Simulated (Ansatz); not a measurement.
GeS2:
```
GeS2
1.0
    5.80706     0.00000     0.00000
   -2.90353     5.02906     0.00000
    0.00000     0.00000     6.95477
Ge S
3 6
Direct
  0.54674   0.54674   0.50000
  0.45326   0.00000   0.16667
  0.00000   0.45326   0.83333
  0.32611   0.36230   0.77233
  0.63770   0.96381   0.43900
  0.03619   0.67389   0.10566
  0.36230   0.32611   0.22767
  0.96381   0.63770   0.56100
  0.67389   0.03619   0.89434
```

Relaxed with PBEsol.

Problem. Which orbitals make up the states near the band edges in DFT-PBEsol in the program Ansatz with PAW potentials?

Solution. Top 1 eV of the valence band: S 3p 94 %. Bottom 1 eV of the conduction band: S 3p 51 %, Ge 4s 25 %, Ge 4p 11 %, S 3s 6 %, outside the projected shells 7 %. Projections are on Löwdin-orthogonalised atomic valence shells; empty p or d shells of many metals are not among them.

Problem. Tabulate the density of states.

Solution. States/eV per cell of 9 atoms, in 0.25 eV bins, energy from the valence-band maximum.

| E (eV) | total | S 3p | Ge 4p | S 3s |
|---|---|---|---|---|
| -7.86 | 0.78 | 0.27 | 0.07 | 0.15 |
| -7.61 | 2.28 | 0.80 | 0.23 | 0.46 |
| -7.36 | 3.08 | 1.05 | 0.31 | 0.67 |
| -7.11 | 1.10 | 0.38 | 0.13 | 0.23 |
| -6.86 | 0.76 | 0.27 | 0.10 | 0.15 |
| -6.61 | 1.78 | 0.67 | 0.22 | 0.40 |
| -6.36 | 3.69 | 1.39 | 0.45 | 0.83 |
| -6.11 | 1.38 | 0.54 | 0.20 | 0.28 |
| -5.86 | 0.69 | 0.28 | 0.10 | 0.13 |
| -5.61 | 0.32 | 0.14 | 0.05 | 0.06 |
| -5.36 | 0.03 | 0.02 | 0.00 | 0.01 |
| -5.11 | 0.03 | 0.02 | 0.01 | 0.00 |
| -4.86 | 2.39 | 1.47 | 0.82 | 0.06 |
| -4.61 | 7.88 | 4.99 | 2.56 | 0.16 |
| -4.36 | 6.53 | 4.09 | 2.11 | 0.19 |
| -4.11 | 3.98 | 2.50 | 1.20 | 0.18 |
| -3.86 | 2.71 | 1.69 | 0.71 | 0.19 |
| -3.61 | 3.62 | 2.37 | 0.81 | 0.30 |
| -3.36 | 5.85 | 4.14 | 1.17 | 0.38 |
| -3.11 | 4.54 | 3.21 | 0.88 | 0.30 |
| -2.86 | 7.97 | 5.89 | 1.39 | 0.49 |
| -2.61 | 5.45 | 4.15 | 0.85 | 0.30 |
| -2.36 | 9.76 | 7.72 | 1.30 | 0.48 |
| -2.11 | 4.07 | 3.26 | 0.54 | 0.18 |
| -1.86 | 7.29 | 6.14 | 0.67 | 0.34 |
| -1.61 | 4.28 | 3.74 | 0.27 | 0.18 |
| -1.36 | 4.10 | 3.72 | 0.18 | 0.12 |
| -1.11 | 4.60 | 4.17 | 0.19 | 0.14 |
| -0.86 | 8.33 | 7.69 | 0.30 | 0.16 |
| -0.61 | 10.58 | 9.85 | 0.33 | 0.18 |
| -0.36 | 10.20 | 9.63 | 0.21 | 0.15 |
| -0.11 | 5.82 | 5.56 | 0.08 | 0.06 |
| 0.14 | 0.00 | 0.00 | 0.00 | 0.00 |
| 0.39 | 0.00 | 0.00 | 0.00 | 0.00 |
| 0.64 | 0.00 | 0.00 | 0.00 | 0.00 |
| 0.89 | 0.00 | 0.00 | 0.00 | 0.00 |
| 1.14 | 0.00 | 0.00 | 0.00 | 0.00 |
| 1.39 | 0.00 | 0.00 | 0.00 | 0.00 |
| 1.64 | 0.03 | 0.01 | 0.01 | 0.00 |
| 1.89 | 2.89 | 1.42 | 0.37 | 0.17 |
| 2.14 | 4.99 | 2.53 | 0.54 | 0.28 |
| 2.39 | 6.68 | 3.41 | 0.73 | 0.38 |
| 2.64 | 5.10 | 2.66 | 0.58 | 0.27 |
| 2.89 | 2.26 | 1.11 | 0.36 | 0.13 |
| 3.14 | 1.43 | 0.65 | 0.31 | 0.08 |
| 3.39 | 0.65 | 0.21 | 0.27 | 0.04 |
| 3.64 | 5.57 | 1.39 | 2.88 | 0.46 |
| 3.89 | 6.74 | 1.63 | 3.47 | 0.55 |
| 4.14 | 3.90 | 0.93 | 1.92 | 0.35 |
| 4.39 | 3.78 | 0.90 | 1.90 | 0.34 |
| 4.64 | 2.72 | 0.68 | 1.32 | 0.22 |
| 4.89 | 3.41 | 0.90 | 1.49 | 0.23 |
| 5.14 | 5.77 | 1.66 | 2.41 | 0.36 |
| 5.39 | 5.66 | 1.66 | 2.41 | 0.25 |
| 5.64 | 6.31 | 1.80 | 2.72 | 0.26 |
| 5.89 | 4.11 | 1.14 | 1.68 | 0.13 |
| 6.14 | 4.55 | 1.16 | 1.79 | 0.14 |
| 6.39 | 6.92 | 1.60 | 2.48 | 0.22 |

Space group P3_221. The start of the workflow was typed in or built on a structure type; neither database checked (COD, Materials Project) lists it. COD files the formula under space group No. 14, 43, 82, 122, 217. Its standing as an ambient phase is unchecked. The cell was relaxed with PBEsol under the symmetry of its start; its stability against distortions is not shown here. The volume moved by -23 % from the start of the relaxation. Scalar-relativistic: spin–orbit coupling is off unless named, which matters more the heavier the elements.

Potentials: the earlier of the program's two PAW sets. The files were generated under PBE; for other functionals the program regenerates the frozen cores, and for LDA and PBEsol the local potential too.
